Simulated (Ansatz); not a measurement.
The relaxed structure here is a generated cell of Cu: the first start was made by placing the elements on the sites of a structure type, and the end was not matched to a known phase here, so it may be hypothetical. Known forms of Cu include space group No. 225.

One starting cell of Cu (a generated cell, Cu placed in the beta-Sn structure type) was relaxed twice with Ansatz (plane waves, PAW, scalar-relativistic): with r2SCAN at 500 eV and with PBE at 420 eV. The r2SCAN result:

```cif
data_Cu4
_chemical_formula_sum 'Cu4'
_space_group_name_H-M_alt 'I41/amd :1'
_space_group_IT_number 141
_space_group_name_Hall 'I 4bw 2bw -1bw'
_cell_length_a 4.57257
_cell_length_b 4.57257
_cell_length_c 2.41089
_cell_angle_alpha 90.000
_cell_angle_beta 90.000
_cell_angle_gamma 90.000
loop_
_atom_site_label
_atom_site_type_symbol
_atom_site_symmetry_multiplicity
_atom_site_Wyckoff_symbol
_atom_site_fract_x
_atom_site_fract_y
_atom_site_fract_z
_atom_site_occupancy
Cu1 Cu 4 a 0.00000 0.00000 0.00000 1
```
(The calculation used a cell of 2 atoms; values per cell refer to that cell.)

```tsv
quantity	r2SCAN	PBE
space group	I4₁/amd	I4₁/amd
volume (Å³/atom)	12.60	?
a (Å)	4.573	?
c (Å)	2.411	?
gap (eV, no spin-orbit coupling)	0.00	?
```

Q: Fill in the PBE column.

A: 
- volume (Å³/atom), PBE: 13.18
- a (Å), PBE: 4.644
- c (Å), PBE: 2.444
- gap (eV, no spin-orbit coupling), PBE: 0.00

Both levels end in the same structure; PBE's volume is 4.6 % larger. Neither column is exact.

No spin polarisation in the result.

The run could not lose the symmetry of its start: the end is stationary, and may be a saddle point rather than a minimum.

All atoms sit on sites fixed by symmetry, so only the cell could relax.

Ansatz is a program for electronic structure.
